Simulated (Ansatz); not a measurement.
Relaxed-ion elastic tensor of Sb₂Se₃ in space group Pnma (No. 62; Pearson symbol oP20) in GPa (Voigt order), plane-wave PAW r²SCAN+D4 (Ansatz code); density 5.68 g/cm³, 28.08 Å³ per atom.

```
26.6  14.0  13.1   0.0   0.0   0.0
14.0  81.6  21.1   0.0   0.0   0.0
13.1  21.1  38.8   0.0   0.0   0.0
 0.0   0.0   0.0  24.0   0.0   0.0
 0.0   0.0   0.0   0.0  14.9   0.0
 0.0   0.0   0.0   0.0   0.0   5.1
```

**Question.** Is the crystal mechanically stable?

**Answer.** Yes: the smallest eigenvalue of C is 5.1 GPa.

**Question.** Work out the Voigt, Reuss and Hill averages.

**Answer.** K_V = 27.0, K_R = 21.5, K_H = 24.3; G_V = 15.4, G_R = 10.8, G_H = 13.1 GPa.

**Question.** Give Young's modulus, Poisson's ratio, Pugh's ratio and the universal anisotropy index.

**Answer.** E = 9KG/(3K + G) = 33.3 GPa; ν = 0.27; K/G = 1.86 (ductile by the Pugh limit of 1.75); A_U = 5G_V/G_R + K_V/K_R − 6 = 2.41.

**Question.** Estimate the sound speeds and the Debye temperature.

**Answer.** v_l = √((K + 4G/3)/ρ) = 2710 m/s, v_t = √(G/ρ) = 1520 m/s, mean 1690 m/s; Θ = (h/k)(3n/4πV)^(1/3) v_m = 165 K.

**Question.** How much does each axis shrink under pressure?

**Answer.** Linear compressibilities β_i = Σ_j S_ij (j = 1 to 3): x 29, y 3.7, z 14 per TPa.

The r²SCAN+D4 relaxation kept the symmetry of its start. Spin–orbit coupling is left out wherever it is not named.

Potentials: the later of the program's two PAW sets.
